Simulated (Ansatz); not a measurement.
**Structure relaxation, Cu**

The start is a relaxed Cu cell, doubled along one cell vector, shaken by Gaussian noise of σ = 0.08 Å a coordinate. A full variable-cell relaxation at zero pressure is run with PBEsol (plane waves to 420 eV, PAW, scalar-relativistic; Ansatz, a quantum-chemistry and plane-wave program). First-step values are on the input's coarse k-mesh.

Ansatz input (later rounds restart from its end on a renewed k-mesh):
Ansatz 0.2 input:
```yaml
crystal:
  lattice:
    - [1.2382943133, 0.7149295551, 4.4584879504]
    - [-1.2382943133, 0.7149295551, 4.4584879504]
    - [0, -2.8597182205, 8.9169759008]
  atoms:
    - { symbol: Cu, position: [0.0578000525, 0.1138174718, 0.0429953174] }
    - { symbol: Cu, position: [0.0525474776, 0.1216493835, 0.528115831] }
    - { symbol: Cu, position: [0.9102458885, 0.849102654, 0.4863183301] }
    - { symbol: Cu, position: [0.8767528727, 0.9721133972, 0.9460636503] }
basis: { ecutwfc: 420, ecutrho_ratio: 4, xc_grid: 2, fft_grid_basis: typed }
kpoints: { mp_grid: { grid: [15, 15, 8] } }
hamiltonian:
  xc: pbesol
  dispersion: none
  pseudopotentials: { azcp: { folder: ./paw }, kind: paw }
scf: { occupations: { method: fermi_dirac, width: 0.05 } }
relax: { f_tol: 0.01, max_steps: 100, cell: { stress_tol: 0.02 } }
output: { forces: true, stress: true }
```

```yaml
initial_pressure: "+2.1 GPa (positive: the cell is compressed)"
largest_initial_force: 1.95 eV/Å, on Cu3 (atoms numbered as listed)
energy_released: 0.23 eV/atom
volume_change: -4.5 %, from 11.84 to 11.31 Å³/atom
relative_to_the_parent: "It does not go back: it reaches Fm-3m (No. 225), fcc (Cu type), 0.16 eV/atom below the parent"
Shortest distances (start → end): "The closest pairs of elements (up to four, under 3.6 Å), start → end: Cu–Cu 2.23 → 2.52 Å"
optimiser_moves: 17
```

The end point of the relaxation:

```cif
data_Cu4
_chemical_formula_sum 'Cu4'
_space_group_name_H-M_alt 'Fm-3m'
_space_group_IT_number 225
_space_group_name_Hall '-F 4 2 3'
_cell_length_a 3.56322
_cell_length_b 3.56322
_cell_length_c 3.56322
_cell_angle_alpha 90.000
_cell_angle_beta 90.000
_cell_angle_gamma 90.000
loop_
_atom_site_label
_atom_site_type_symbol
_atom_site_symmetry_multiplicity
_atom_site_Wyckoff_symbol
_atom_site_fract_x
_atom_site_fract_y
_atom_site_fract_z
_atom_site_occupancy
Cu1 Cu 4 b 0.50000 0.50000 0.50000 1
```
(The calculation used a cell of 1 atom; values per cell refer to that cell.)

Final values are on a 22×22×22 k-mesh of the relaxed cell. No spin polarisation in the result.

Of the parent cell (R-3m (No. 166)): it is a generated cell of Cu: the first start was made by placing the elements on the sites of a structure type, and the end was not matched to a known phase here, so it may be hypothetical. Known forms of Cu include space group No. 225.
